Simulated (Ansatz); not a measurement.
Rb$_{2}$TlSbCl$_{6}$: zone-centre modes

These are results of Ansatz 0.2.0, DFT PBEsol, scalar-relativistic, plane waves, PAW, not measurements. Cutoff 420 eV, Γ-centred 4×4×4 k-points, Gaussian smearing of 0.05 eV. Spin–orbit coupling is left out, which can shift energies with elements as heavy as these. No spin polarisation.

Zero of the scan (relaxed at this level; it needn't be the usual structure):

```
Rb Tl Sb Cl
1.0
     0.00000    5.57231    5.57231
     5.57231    0.00000    5.57231
     5.57231    5.57231    0.00000
Rb Tl Sb Cl
2 1 1 6
Direct
  0.75000 0.75000 0.75000
  0.25000 0.25000 0.25000
  0.50000 0.50000 0.50000
  0.00000 0.00000 0.00000
  0.76417 0.23583 0.23583
  0.23583 0.23583 0.76417
  0.23583 0.76417 0.76417
  0.23583 0.76417 0.23583
  0.76417 0.23583 0.76417
  0.76417 0.76417 0.23583
```

Harmonic modes by finite displacements of 0.02 Å, without the LO–TO term.

**Question.** At this geometry, is the structure stable against these modes?

**Answer.** No: 9 modes are unstable, the strongest at 55i cm⁻¹.

**Question.** List the wavenumbers in cm⁻¹.

**Answer.** 55i, 55i, 55i, 39i, 39i, 39i, 30i, 30i, 30i, 0, 0, 0, 33, 33, 33, 53, 53, 53, 94, 94, 94, 101, 101, 101, 172, 172, 172, 227, 227, 263.

Cost: 1 run of about 3.5 core-minutes, on Intel Xeon Processor @ 2.50GHz (Skylake/Cascade Lake) (shared hosts).